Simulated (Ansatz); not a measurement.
TiAl:
```xyz
2
Lattice="2.8216 0.0000 0.0000 0.0000 2.8216 0.0000 0.0000 0.0000 4.0772" Properties=species:S:1:pos:R:3 pbc="T T T"
Ti     1.4108     1.4108     2.0386
Al     0.0000     0.0000     0.0000
```

Relaxed with PBE. Special points in fractions of this cell's reciprocal vectors: Γ (0.000, 0.000, 0.000); X (0.000, 0.500, 0.000); M (0.500, 0.500, 0.000); Z (0.000, 0.000, 0.500); R (0.000, 0.500, 0.500); A (0.500, 0.500, 0.500).

Task: List the band energies nearest the Fermi level at these points for the program Ansatz at the PBE level (PAW).

Result: In eV from the Fermi level; about four levels below and three above (degenerate sets whole), none deeper than 8.9 eV; points with the same levels are listed once.

```csv
k,below,above
Γ,-1.88 -0.85 -0.40,2.15 2.15 3.30
X,-4.57 -4.53 -1.72 -0.26,1.74 2.51 4.32
M,-0.47 -0.47 -0.41 -0.22 -0.22,4.19 4.94 5.97
Z,-7.59 -5.27 -0.69,0.61 1.81 1.81
R,-4.92 -2.95 -1.21 -1.16,1.35 1.79 2.29
A,-2.52 -2.26 -2.26,1.76 2.12 2.69
```

Space group P4/mmm (L1₀ or tetragonal B2). The cell was relaxed with PBE under the symmetry of its start. No spin polarisation was allowed.

Potentials: the earlier of the program's two PAW sets.
